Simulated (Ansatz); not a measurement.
A crystal relaxed with r2SCAN in Ansatz 0.2.0 has space group P6_3mc (No. 186) and a = 3.809 Å, c = 24.910 Å.

```
atom  site       x       y       z
  Zn    2b  0.3333  0.6667  0.7500
  Zn    2b  0.3333  0.6667  0.1249
  Zn    2a  0.0000  0.0000  0.0000
  Zn    2b  0.6667  0.3333  0.8752
  Xx    2a  0.0000  0.0000  0.5937
  Xx    2b  0.6667  0.3333  0.9688
  Xx    2b  0.3333  0.6667  0.2186
  Xx    2b  0.6667  0.3333  0.3439
```

r2SCAN gives a direct gap of 2.72 eV at Γ. With HSE06 the gap is 3.39 eV and direct, at Γ. The PBE gap is direct at Γ: 2.16 eV. Meshes: r2SCAN 12×12×2, HSE06 6×6×1, PBE 12×12×2. r2SCAN's ε∞ is 5.4 along all three axes, to this precision.

Task: Which element is Xx?
A. O
B. Se
C. Te
D. S

Result: D. Xx is S: ZnS (P6_3mc) from a database of computed structures. Zn is surrounded by 4 S at 2.33–2.34 Å; Zn is surrounded by 4 S at 2.33 Å; S is surrounded by 4 Zn at 2.33 Å; S is surrounded by 4 Zn at 2.33–2.34 Å.

Spin-unpolarised throughout; all numbers are computed.

The meshes of the hybrids are coarse, so their gaps aren't converged to the digits shown.

For a response run the program warns that the ground state's bands aren't all converged, so ε∞ carries an extra error.
